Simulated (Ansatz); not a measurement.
MgS:
```
CELL_PARAMETERS angstrom
      0.00000     2.56472     2.56472
      2.56472     0.00000     2.56472
      2.56472     2.56472     0.00000
ATOMIC_POSITIONS crystal
  Mg 0.00000 0.00000 0.00000
  S  0.50000 0.50000 0.50000
```

x, y and z are the axes in which the lattice vectors are written.

Q: Give the high-frequency dielectric tensor and the Born effective charge tensors of the independent atoms from DFPT, plane-wave PAW LDA (Ansatz code).

A: 
ε∞:
```
5.58  0.00  0.00
0.00  5.58  0.00
0.00  0.00  5.58
```
Z* of atom 1 (Mg), rows: field, columns: displacement, in e:
```
2.30  0.00  0.00
0.00  2.30  0.00
0.00  0.00  2.30
```
Z* of atom 2 (S), rows: field, columns: displacement, in e:
```
-2.30   0.00   0.00
 0.00  -2.30   0.00
 0.00   0.00  -2.30
```

Space group Fm-3m (rock salt). The cell was relaxed with LDA under the symmetry of its start.

Potentials: the earlier of the program's two PAW sets. The files were generated under PBE; for other functionals the program regenerates the frozen cores, and for LDA and PBEsol the local potential too.
